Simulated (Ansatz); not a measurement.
P (black phosphorus, Cmce) at seven volumes, DFT-PBEsol in the program Ansatz with PAW potentials, shape and atoms relaxed at each. One row is withheld.

```json
[
 {"V (Å³/atom)": "16.307", "P (GPa)": "2.60"},
 {"V (Å³/atom)": "16.845", "P (GPa)": "1.54"},
 {"V (Å³/atom)": "17.382", "P (GPa)": "?"},
 {"V (Å³/atom)": "17.920", "P (GPa)": "0.00"},
 {"V (Å³/atom)": "18.458", "P (GPa)": "-0.60"},
 {"V (Å³/atom)": "18.995", "P (GPa)": "-1.08"},
 {"V (Å³/atom)": "19.533", "P (GPa)": "-1.37"}
]
```

Question: Fit the shown pressures and predict the withheld one.

Answer: P = (3/2)B₀(x^(7/2) − x^(5/2))[1 + (3/4)(B′ − 4)(x − 1)] with x = (V₀/V)^(2/3). Least squares on the six rows gives V₀ = 17.898 Å³/atom, B₀ = 21.0 GPa, B′ = 6.19. At V = 17.382, x = 1.0197 and P = 0.67 GPa. The run itself gave 0.76 GPa.

The cell was relaxed with PBEsol under the symmetry of its start. A crystal of weakly bound layers computed without a dispersion correction: the cell and the soft elastic constants depend strongly on that.

Potentials: the later of the program's two PAW sets.
